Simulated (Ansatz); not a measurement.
CdSe2:
```
CELL_PARAMETERS angstrom
      6.67944     0.00000     0.00000
      0.00000     6.67944     0.00000
      0.00000     0.00000     6.67944
ATOMIC_POSITIONS crystal
  Cd 0.50000 0.50000 0.00000
  Cd 0.00000 0.50000 0.50000
  Cd 0.00000 0.00000 0.00000
  Cd 0.50000 0.00000 0.50000
  Se 0.10241 0.89759 0.39759
  Se 0.89759 0.10241 0.60241
  Se 0.39759 0.10241 0.89759
  Se 0.60241 0.89759 0.10241
  Se 0.60241 0.60241 0.60241
  Se 0.39759 0.39759 0.39759
  Se 0.89759 0.39759 0.10241
  Se 0.10241 0.60241 0.89759
```

Relaxed with r²SCAN. Special points in fractions of this cell's reciprocal vectors: Γ (0.000, 0.000, 0.000); X (0.000, 0.500, 0.000); M (0.500, 0.500, 0.000); R (0.500, 0.500, 0.500); X1 (0.500, 0.000, 0.000).

**Question.** List the band energies nearest the valence-band maximum at these points for DFT-r²SCAN in the program Ansatz with PAW potentials.

**Answer.** In eV from the valence-band maximum; about four levels below and three above (degenerate sets whole), none deeper than 8.9 eV; points with the same levels are listed once.

```csv
k,below,above
Γ,-0.54 -0.54 -0.54 0.00 0.00,1.56 1.59 2.22 2.22 2.22
X,-1.48 -1.48 -0.19 -0.19,1.48 1.48 1.72 1.72
M,-1.37 -1.37 -1.37 -1.37,1.57 1.57 1.57 1.57
R,-1.97 -1.97 -1.97 -1.97,2.08 2.08 2.08 2.08
```

Space group Pa-3. The first step of the workflow began from a Materials Project structure, measured or hypothetical; the Crystallography Open Database copy checked does not list it. Whether it is the stable phase at ambient conditions was not checked. The r²SCAN relaxation kept the symmetry of its start; whether a distortion lowers the energy is not shown. Scalar-relativistic: spin–orbit coupling is off unless named, which matters more the heavier the elements.

Potentials: the earlier of the program's two PAW sets.
